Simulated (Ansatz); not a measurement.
SiO$_{2}$:
```
SiO2
1.0
   -2.62367     4.75377     4.45166
    2.62367    -4.75377     4.45166
    2.62367     4.75377    -4.45166
Si O
4 8
Cartesian
  0.00000   0.79387   7.51632
  2.62367   3.95990  -3.06466
  2.62367  -0.79387   3.06466
  0.00000   5.54764   1.38701
  2.62367  -2.37689   3.36607
  0.00000   7.13066   1.08560
  1.31183   5.13996   2.22583
  1.31183  -0.38619   2.22583
  1.31183   4.36758  -2.22583
 -1.31183   5.13996   2.22583
  0.00000   0.00000   0.00000
  0.00000   4.75377   0.00000
```

Relaxed with r²SCAN.

### Question
Give the Bader charges and basin volumes of the independent atoms, r²SCAN (plane waves, PAW; program Ansatz).

### Answer


| atom | Bader charge (e) | Bader volume (Å³) |
|---|---|---|
| Si1 | +3.38 | 2.7 |
| O5 | -1.69 | 18.3 |
| O7 | -1.69 | 18.5 |
| O11 | -1.69 | 18.6 |

Space group Imma. The first step of the workflow began from a Materials Project structure, measured or hypothetical; the Crystallography Open Database copy checked does not list it. It is not the phase usual at ambient conditions (space group No. 92, 152, 154). The r²SCAN relaxation kept the symmetry of its start. At this level the phase is dynamically unstable (imaginary phonons).

Potentials: the earlier of the program's two PAW sets.
